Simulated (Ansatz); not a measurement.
Hf (hcp, Mg type)

```yaml
crystal:
  lattice:
    - [3.20412, 0.00000, 0.00000]
    - [-1.60206, 2.77485, 0.00000]
    - [0.00000, 0.00000, 5.06894]
  atoms:
    - { symbol: Hf, position: [0.33333, 0.66667, 0.75000] }
    - { symbol: Hf, position: [0.66667, 0.33333, 0.25000] }
```

This relaxed cell (volume V₀) is scaled evenly in all directions, its shape held. Symmetry pins the atoms to their sites.

All values below come from PBE (plane waves to 420 eV, PAW, scalar-relativistic; Ansatz, an electronic-structure program). k mesh 17×17×9 (Γ-centred), Fermi-Dirac smearing 0.05 eV. Compression counts positive. Hf is run without spin polarisation. Hf was relaxed with its symmetry unable to fall. Spin-orbit coupling is left out, though Hf is heavy. The PAW data are Ansatz's earlier set.

At one point of the scan the stress tensor (GPa) is:

```
   10.2      0.0      0.0
    0.0     10.2      0.0
    0.0      0.0     10.6
```

Task: Which point is it?
A) V/V₀ = 0.880
B) V/V₀ = 0.960
C) V/V₀ = 0.920
D) V/V₀ = 0.840

Result: C, V/V₀ = 0.920

(A scan under strain: stresses follow from slopes of the energy per volume, elastic moduli from its curvatures.)
